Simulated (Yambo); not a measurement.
A G0W0@PBEsol run in Yambo for CdZnSe2 (space group P3m1, No. 156) (3×3×2 Γ-centred k mesh, bands 37 to 342 and a 7 Ry block in the screening, 342 bands in G with the Bruneval-Gonze terminator, plasmon pole fitted at 27.2 eV) gives these matrix elements, in eV, at the band edges (Γ → Γ):

```
state               E0    <Vxc>     <Σx>  <Σc(E0)>      Z
---------------  -----  -------  -------  --------  -----
valence edge     0.000  -15.737  -19.397     2.265  0.791
conduction edge  0.534  -12.370   -8.566    -3.554  0.807
```

Solve the linearised quasiparticle equation for both states, give the gap, and say how exchange and correlation each act on it.

E = E0 + Z(Σx + Σc − Vxc). Valence: 0.000 + 0.791 × (-19.397 + (2.265) − (-15.737)) = -1.10 eV. Conduction: 0.534 + 0.807 × (-8.566 + (-3.554) − (-12.370)) = 0.74 eV. The gap is 1.84 eV, against 0.53 eV in PBEsol. Replacing Vxc by bare exchange alone would open it by 7.46 eV; correlation takes back 5.82 eV of that, and Z scales what is left. Nearest settings tried, and what they do to the gap: 234 bands in W, 234 bands in G: +22 meV; 6 Ry block (161 vectors against 233): -35 meV; 3×3×1 mesh: -117 meV. So the settings aren't converged at that level. The k mesh is coarse. 

The standard potential for Se keeps a d shell in the valence without the s and p states of that shell. In tests on such compounds this moved G0W0 gaps by up to about 0.9 eV, so absolute quasiparticle energies here are unreliable; differences between settings are what counts.

Spin-orbit coupling is included.

Geometry relaxed with PBEsol; primitive cell a = 4.125 Å, b = 4.125 Å, c = 6.827 Å, α = 90.00°, β = 90.00°, γ = 120.00°.

The structure is a Materials Project entry; no match was found in the copy of COD used, and its stability was not checked.
